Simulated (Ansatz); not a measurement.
# Calculated ¹⁷O NMR of the central transition for Li₄Al₃Ge₃ClO₁₂

Cell: a computed structure from the Materials Project (it need not be an observed phase), atoms as given.

Space group P-43n (No. 218); a = 8.7180 Å.

```csv
site,Wyckoff,site symmetry,x,y,z
Li,8e,.3.,0.8269,0.8269,0.1731
Al,6c,-4..,0.0000,0.7500,0.5000
Ge,6d,-4..,0.0000,0.5000,0.2500
Cl,2a,23.,0.0000,0.0000,0.0000
O,24i,1,0.4019,0.8621,0.8623
```

One atom of each set is listed.

Computed with Ansatz: DFT, PBE, plane waves and PAW, scalar-relativistic, 420 eV cutoff, Γ-centred 3×3×3 k-points, Fermi–Dirac smearing 0.02 eV.

¹⁷O has I = 5/2 and Q = -25.58 mb (Pyykkö 2018); at 7.05 T its Larmor frequency is ν₀ = 40.7 MHz. Only the quadrupole interaction is simulated: positions count from each site's isotropic chemical shift, and shift anisotropy, dipolar and J coupling are left out.

(1) Simulate the second-order pattern (static powder, Gaussian broadening 2 kHz) of site O (1 Ge at 1.77 Å, 1 Al at 1.77 Å, 1 Li at 2.04 Å; also 1 Li at 3.32 Å).

Answers

(1) The calculation gives C_Q = -5.66 MHz and η = 0.54, so ν_Q = 0.850 MHz and the centre of gravity lies at -128 ppm (-5.20 kHz).

| offset (kHz) | height |
| --- | --- |
| -26.62 | 0 |
| -25.29 | 6 |
| -23.95 | 27 |
| -22.62 | 40 |
| -21.29 | 43 |
| -19.96 | 45 |
| -18.63 | 47 |
| -17.30 | 49 |
| -15.97 | 52 |
| -14.64 | 55 |
| -13.31 | 58 |
| -11.97 | 63 |
| -10.64 | 69 |
| -9.31 | 79 |
| -7.98 | 96 |
| -6.65 | 100 |
| -5.32 | 86 |
| -3.99 | 78 |
| -2.66 | 75 |
| -1.33 | 74 |
| 0.01 | 73 |
| 1.34 | 68 |
| 2.67 | 69 |
| 4.00 | 85 |
| 5.33 | 100 |
| 6.66 | 72 |
| 7.99 | 49 |
| 9.32 | 42 |
| 10.65 | 38 |
| 11.99 | 25 |
| 13.32 | 6 |
| 14.65 | 0 |

At O V_zz points along its one bond to Ge (within 6°).
